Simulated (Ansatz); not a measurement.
GaAs in space group P6_222 (No. 180; Ga on 3d, As on 3c) under volume change, r²SCAN in the plane-wave PAW code Ansatz, shape and atoms relaxed at each volume.

```json
[
 {"V (Å³/atom)": "18.847", "E − E(relaxed) (meV/atom)": "(withheld)", "P (GPa)": "(withheld)"},
 {"V (Å³/atom)": "19.468", "E − E(relaxed) (meV/atom)": "19.5", "P (GPa)": "5.36"},
 {"V (Å³/atom)": "20.089", "E − E(relaxed) (meV/atom)": "4.6", "P (GPa)": "2.45"},
 {"V (Å³/atom)": "20.711", "E − E(relaxed) (meV/atom)": "0.0", "P (GPa)": "-0.02"},
 {"V (Å³/atom)": "21.332", "E − E(relaxed) (meV/atom)": "4.3", "P (GPa)": "-2.12"},
 {"V (Å³/atom)": "21.953", "E − E(relaxed) (meV/atom)": "(withheld)", "P (GPa)": "(withheld)"},
 {"V (Å³/atom)": "22.575", "E − E(relaxed) (meV/atom)": "34.0", "P (GPa)": "-5.36"}
]
```

Q: Complete the blanks.

A: 
- 18.847, E − E(relaxed) (meV/atom): 46.9
- 18.847, P (GPa): 8.84
- 21.953, E − E(relaxed) (meV/atom): 16.0
- 21.953, P (GPa): -3.88

Q: What does a third-order Birch–Murnaghan fit give for V₀, B₀ and B′?

A: V₀ = 20.70 Å³/atom, B₀ = 75.7 GPa, B′ = 4.6.

The start of the workflow was typed in or built on a structure type; neither database checked (COD, Materials Project) lists it. It is not the phase usual at ambient conditions (space group No. 216). Symmetry was held in the r²SCAN relaxation; whether a distortion lowers the energy is not shown.

Potentials: the later of the program's two PAW sets.
